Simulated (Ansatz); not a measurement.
Relaxed C (graphite type, space group P6_3/mmc):

```
C
1.0
    2.45522     0.00000     0.00000
   -1.22761     2.12628     0.00000
    0.00000     0.00000     6.67049
C
4
Cartesian
  0.00000   0.00000   1.66762
  0.00000   0.00000   5.00287
  0.00000   1.41752   1.66762
  1.22761   0.70876   5.00287
```

In this cell atom 2 (C, nearest neighbour C at 1.418 Å; its periodic images, 2.5 Å or more away, move with it) is moved by s towards the nearest neighbour, unit vector (-0.866, 0.500, 0.000); all other atoms and the cell stay fixed.

Calculation: r2SCAN+rVV10 (plane waves to 500 eV, PAW, scalar-relativistic; Ansatz, a quantum-chemistry and plane-wave program). k mesh 12×12×4 (Γ-centred), Fermi-Dirac smearing 0.05 eV. E stands for the smeared free energy. Left out: 1 of 11 points, with atoms too close for the PAW data. With partly filled bands, energies and forces of such displacements shift with the k mesh and the smearing. C was relaxed with its symmetry unable to fall. The PAW data are Ansatz's earlier set. ΔE is measured from the undisplaced structure. The last digit holds for this mesh only.

| s (Å) | ΔE (meV/cell) |
|---|---|
| -0.280 | 1606.5 |
| -0.224 | 1136.7 |
| -0.168 | withheld |
| -0.112 | 319.0 |
| -0.056 | 82.5 |
| 0.000 | 0.0 |
| 0.056 | 90.2 |
| 0.112 | 382.4 |
| 0.168 | 904.0 |
| 0.224 | 1666.4 |

Task: Fit a polynomial form (powers 2, 3, 4) to the given rows and predict ΔE at s = -0.168.

Result: Least squares on the 9 given rows: ΔE = (28760)·s² + (23870)·s³ + (-19350)·s⁴, in meV/cell with s in Å; root-mean-square residual 5.95 meV/cell. At -0.168 the fit gives 683.1 meV/cell; the calculation gives 684.6 meV/cell, so the interpolation is off by -1.5 (-0.2 %). The quadratic term alone would give 811.7 meV/cell.

(A displaced cell: forces are minus the slopes of the energy, force constants its curvatures, and phonons follow from these.)
